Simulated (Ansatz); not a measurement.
The relaxed structure here is a generated cell of Ta: the first start was made by placing the elements on the sites of a structure type, and the end was not matched to a known phase here, so it may be hypothetical. Known forms of Ta include space group No. 229.

A relaxed structure of Ta. Space group Pm-3m (No. 221), simple cubic type. Level of theory: PBEsol (plane waves to 420 eV, PAW, scalar-relativistic; Ansatz, a quantum-chemistry and plane-wave program).

Space group Pm-3m (No. 221); a = 2.7079 Å, b = 2.7079 Å, c = 2.7079 Å, α = 90.00°, β = 90.00°, γ = 90.00°

| atom | site | symmetry | x | y | z |
|---|---|---|---|---|---|
| Ta | 1a | m-3m | 0.0000 | 0.0000 | 0.0000 |

```json
{
 "volume_per_atom": "19.86 Å³",
 "band_gap": "zero (metallic)",
 "shortest_distances": "Ta–Ta 2.71 Å",
 "k-mesh": "17×17×17"
}
```

Band energies at high-symmetry points (eV from the Fermi level; labels of this space group; no spin-orbit coupling), from −5 eV up to 5.0 eV:

```json
[
 {"point": "Γ", "energies": "-2.68 -2.68"},
 {"point": "X", "energies": "-3.79 -1.68 0.09 2.50 2.50"},
 {"point": "M", "energies": "-4.13 -1.39 3.32 3.32"},
 {"point": "R", "energies": "-2.42 -2.42 -2.42"}
]
```

No spin polarisation in the result.

The run could not lose the symmetry of its start: the end is stationary, and may be a saddle point rather than a minimum.
